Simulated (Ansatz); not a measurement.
Starting cell, SiC (zinc blende):

```
SiC
1.0
    0.00000     2.18988     2.18988
    2.18988     0.00000     2.18988
    2.18988     2.18988     0.00000
C Si
1 1
Cartesian
  3.28482   3.28482   3.28482
  0.00000   0.00000   0.00000
```

Scan: atom 1 (C, nearest neighbour Si at 1.896 Å; its periodic images, 3.1 Å or more away, move with it) is displaced towards the nearest neighbour, direction (-0.577, -0.577, 0.577) in Cartesian axes, by s. The other atoms stay.

Level of theory: PBE (plane waves to 420 eV, PAW, scalar-relativistic; Ansatz, an electronic-structure program). k mesh 10×10×10 (Γ-centred), Fermi-Dirac smearing 0.05 eV. The energy includes the smearing's −TS. SiC was relaxed with its symmetry unable to fall. The zero of ΔE is the undisplaced structure.

Successive frames, forces in eV/Å:

```csv
frame,ΔE (meV/cell),F on C1,F on Si2
s = 0.114 Å,141,"(1.535, 1.535, -1.535)","(-1.535, -1.535, 1.535)"
s = 0.076 Å,59,"(0.950, 0.950, -0.950)","(-0.950, -0.950, 0.950)"
s = 0.038 Å,14,"(0.440, 0.440, -0.440)","(-0.440, -0.440, 0.440)"
s = 0.000 Å,0,"(0.000, 0.000, 0.000)","(0.000, 0.000, 0.000)"
```

What are the energy and the forces in the next frame, s = -0.038 Å?

ΔE (meV/cell) = 13.

```json
[
 {"atom": "C1", "Fx": "-0.376", "Fy": "-0.376", "Fz": "0.376"},
 {"atom": "Si2", "Fx": "0.376", "Fy": "0.376", "Fz": "-0.376"}
]
```

(A displaced cell: forces are minus the slopes of the energy, force constants its curvatures, and phonons follow from these.)
